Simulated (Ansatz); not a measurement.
Q: Name crystals whose computed values (the program Ansatz at the PBEsol level (PAW)) fall in these windows: highest Γ mode, no LO–TO term (cm⁻¹) 480 to 660; B₀ by P(V) fit (GPa) 110 to 150.

A: 

| crystal | highest Γ mode, no LO–TO term (cm⁻¹) | B₀ by P(V) fit (GPa) |
|---|---|---|
| ZnPbO3, R3c (Zn on 6a, Pb on 6a, O on 18b) | 557 | 136 |
| Hf2InC, P6_3/mmc (Hf on 4f, In on 2d, C on 2a) | 613 | 139 |
| Zr2InN, P6_3/mmc (Zr on 4f, In on 2d, N on 2a) | 527 | 143 |
| ZnCdO2, P3m1 (Zn on 1a, Cd on 1c, O on 1c, O on 1a) | 533 | 115 |
| MgO, P6_3/mmc (Mg on 2c, O on 2d) | 532 | 130 |
Others may fit too.

Not the usual ambient phase: MgO, P6_3/mmc (Mg on 2c, O on 2d). Standing as an ambient phase not checked: ZnPbO3, R3c (Zn on 6a, Pb on 6a, O on 18b); Hf2InC, P6_3/mmc (Hf on 4f, In on 2d, C on 2a); Zr2InN, P6_3/mmc (Zr on 4f, In on 2d, N on 2a); ZnCdO2, P3m1 (Zn on 1a, Cd on 1c, O on 1c, O on 1a). Perhaps ordered models of mixed-site phases: ZnPbO3, R3c (Zn on 6a, Pb on 6a, O on 18b). All cells were relaxed under the symmetry of their starts (and spin orders); stability against distortions was not tested throughout. Rows with no word on spin ran without spin polarisation. Spin–orbit coupling is left out wherever it is not named.

Potentials: the later of the program's two PAW sets.
